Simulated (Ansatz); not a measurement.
Ta₄C₃:
Space group R-3m, hexagonal axes (No. 166); a = 3.145 Å, b = 3.145 Å, c = 30.407 Å, α = 90.00°, β = 90.00°, γ = 120.00°

| atom | site | symmetry | x | y | z |
|---|---|---|---|---|---|
| Ta | 6c | 3m | 0.0000 | 0.0000 | 0.2895 |
| C | 6c | 3m | 0.0000 | 0.0000 | 0.4196 |
| Ta | 6c | 3m | 0.0000 | 0.0000 | 0.1259 |
| C | 3a | -3m | 0.0000 | 0.0000 | 0.0000 |
(The calculation used a cell of 7 atoms; values per cell refer to that cell.)

Relaxed at zero pressure with DFT-PBE in the program Ansatz with PAW potentials.

Q: The volume is raised by 6 % and shape and atoms relax at that volume. What pressure results, and how do the axes share the change?

A: -14.7 GPa; a 1.9 %, b 1.9 %, c 2.1 %; the energy rises by 36 meV/atom.

Q: Give the new structure.

A: 
Space group R-3m, hexagonal axes (No. 166); a = 3.205 Å, b = 3.205 Å, c = 31.034 Å, α = 90.00°, β = 90.00°, γ = 120.00°

```csv
atom,site,symmetry,x,y,z
Ta,6c,3m,0.0000,0.0000,0.2896
C,6c,3m,0.0000,0.0000,0.4192
Ta,6c,3m,0.0000,0.0000,0.1250
C,3a,-3m,0.0000,0.0000,0.0000
```

The phase is kept; no other phase was compared at this pressure.

The start of the workflow was typed in or built on a structure type; neither database checked (COD, Materials Project) lists it. Whether it is the stable phase at ambient conditions was not checked. The PBE relaxation kept the symmetry of its start; whether a distortion lowers the energy is not shown. The run is not spin-polarised. Scalar-relativistic: spin–orbit coupling is off unless named, which matters more the heavier the elements.

Potentials: the earlier of the program's two PAW sets.
